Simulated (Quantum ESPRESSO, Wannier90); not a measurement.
**Wannierisation of PbS (Cmcm)**

```xyz
4
Lattice="4.1599 0.0000 0.0000 0.0000 0.0000 -4.2793 -2.0800 5.9913 0.0000" Properties=species:S:1:pos:R:3 pbc="T T T"
Pb     0.0000     1.5644    -1.0698
Pb     0.0000    -1.5644     1.0698
S      2.0800    -1.7399    -1.0698
S     -2.0800     1.7399     1.0698
```

Cell from Materials Project (mp-1018115), symmetrised, no further relaxation. Not found in the COD (Crystallography Open Database) copy used, which has the formula in other groups; not checked further. Method: PBEsol plane waves in Quantum ESPRESSO 7.5 (PseudoDojo norm-conserving files, 50 Ry, no spin polarisation, no spin-orbit coupling), Bloch states on a 8×8×8 mesh through Γ, Wannier90 4.0.1. Density: 8×8×8 mesh, cold smearing 0.01 Ry. Spin-orbit coupling is left out although heavy elements are present.

Bands 11-20 form an isolated set from -13.03 to -0.02 eV relative to the valence-band maximum (on the path) and are turned into 10 Wannier functions by minimising the spread from the start: SCDM (isolated).

Centres (Cartesian, Å; one of the equivalent choices) and spreads:

```tsv
n	x	y	z	spread (Å²)	nearest atom
1	2.588	-1.617	-0.943	2.419	S3
2	-2.332	1.631	1.523	2.459	S4
3	1.931	-1.630	-1.568	2.455	S3
4	-1.555	1.617	1.054	2.415	S4
5	-2.075	2.552	1.071	2.199	S4
6	2.085	-2.552	-1.069	2.199	S3
7	1.717	-1.632	-0.700	2.465	S3
8	-2.356	1.633	0.631	2.465	S4
9	0.000	-1.350	1.070	2.565	Pb2
10	0.000	1.350	-1.070	2.565	Pb1
```

Ω_I = 21.84 Å², Ω_total = 24.21 Å²; the interpolated bands follow pw.x to 4.1 meV rms on the path. It is the lowest total spread that any start reached here.
